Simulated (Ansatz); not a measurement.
AlN (wurtzite)

```xyz
4
Lattice="3.1067 0.0000 0.0000 -1.5534 2.6905 0.0000 0.0000 0.0000 4.9785" Properties=species:S:1:pos:R:3 pbc="T T T"
Al     1.5534     0.8968     0.0170
Al     0.0000     1.7937     2.5062
N      1.5534     0.8968     3.0956
N      0.0000     1.7937     0.6064
```

The slice is a (0001) plane (indices of the conventional cell) through the point (0.667, 0.333, 0.622) (fractional), spanned by u = [110] and v = [1 -1 0] in vectors of this cell: u (3.11 Å) and v (5.38 Å, at 90° to u). It covers one period; positions are fractions (u, v).

Level of theory: r2SCAN (plane waves to 500 eV, PAW, scalar-relativistic; Ansatz, a program for electronic structure). k mesh 12×12×7. Near the nuclei the fields are pseudised (PAW); where an atom keeps semicore shells as valence, they peak there. AlN was relaxed with its symmetry unable to fall.

Task: Sketch the electron localisation function (ELF) on this plane as a map.

Result: 
```tsv
v \ u	0.00	0.08	0.17	0.25	0.33	0.42	0.50	0.58	0.67	0.75	0.83	0.92
0.90	0.81	0.82	0.81	0.71	0.48	0.16	0.07	0.16	0.48	0.71	0.81	0.82
0.80	0.81	0.76	0.57	0.28	0.11	0.06	0.05	0.06	0.11	0.28	0.57	0.76
0.70	0.02	0.03	0.12	0.33	0.51	0.58	0.59	0.58	0.51	0.33	0.12	0.03
0.60	0.04	0.21	0.73	0.85	0.86	0.81	0.76	0.81	0.86	0.85	0.73	0.21
0.50	0.14	0.36	0.73	0.83	0.77	x	x	x	0.77	0.83	0.73	0.36
0.40	0.07	0.16	0.48	0.71	0.81	0.82	0.81	0.82	0.81	0.71	0.48	0.16
0.30	0.05	0.06	0.11	0.28	0.57	0.76	0.81	0.76	0.57	0.28	0.11	0.06
0.20	0.59	0.58	0.51	0.33	0.12	0.03	0.02	0.03	0.12	0.33	0.51	0.58
0.10	0.76	0.81	0.86	0.85	0.73	0.21	0.04	0.21	0.73	0.85	0.86	0.81
0.00	x	x	0.77	0.83	0.73	0.36	0.14	0.36	0.73	0.83	0.77	x
```

Values: electron localisation function (ELF). Points within 0.4 Å of a nucleus are blanked (x), as the pseudised field means little there.
